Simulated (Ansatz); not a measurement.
Structure relaxation, Li

The start is a relaxed Li cell displaced along its unstable phonon at q = (½, 0, 0) of its primitive reciprocal cell (130i cm⁻¹), largest move 0.15 Å. The cell and all atomic positions are relaxed at zero pressure with r2SCAN (plane waves to 500 eV, PAW, scalar-relativistic; Ansatz, a first-principles code). The first steps use a coarse 13×13×12 k-mesh.

Input geometry:
```
Li
1.0
    5.94834     0.00000     0.00000
   -1.48708     2.57571     0.00000
    0.00000     0.00000     2.74434
Li
2
Direct
  0.00000   0.00000   0.05466
  0.50000   0.00000   0.94534
```

### Question
What is the largest force in the starting geometry, and on which atom (counted from 1)?

### Answer
0.06 eV/Å, on Li1, Li2 (atoms numbered as listed).

### Question
How much energy is released per atom?

### Answer
0.06 eV/atom.

### Question
Is the parent structure recovered?

### Answer
It does not go back: it reaches I4/mmm (No. 139), 0.07 eV/atom below the parent.

Final values are on a 21×21×21 k-mesh of the relaxed cell. No spin polarisation in the result.

The run could not lose the symmetry of its start, so the end can be a saddle point.

The relaxed structure here is a generated cell of Li: the first start was made by placing the elements on the sites of a structure type, and the end was not matched to a known phase here, so it may be hypothetical. Known forms of Li include space group No. 229.
